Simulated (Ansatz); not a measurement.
AlV2C in space group P6_3/mmc (No. 194; Al on 2c, V on 4f, C on 2a) under volume change, DFT-r²SCAN in the program Ansatz with PAW potentials, shape and atoms relaxed at each volume.

```csv
V (Å³/atom),E − E(relaxed) (meV/atom),P (GPa)
10.775,65.1,21.22
11.130,27.4,13.02
11.485,6.5,6.05
11.840,0.0,0.00
12.195,5.8,-5.13
12.551,22.2,-9.53
12.906,47.6,-13.23
```

### Question
What does a third-order Birch–Murnaghan fit give for V₀, B₀ and B′?

### Answer
V₀ = 11.84 Å³/atom, B₀ = 184 GPa, B′ = 4.2.

Symmetry was held in the r²SCAN relaxation. No spin polarisation was allowed.

Potentials: the earlier of the program's two PAW sets. The files were generated under PBE; for other functionals the program regenerates the frozen cores, and for LDA and PBEsol the local potential too.
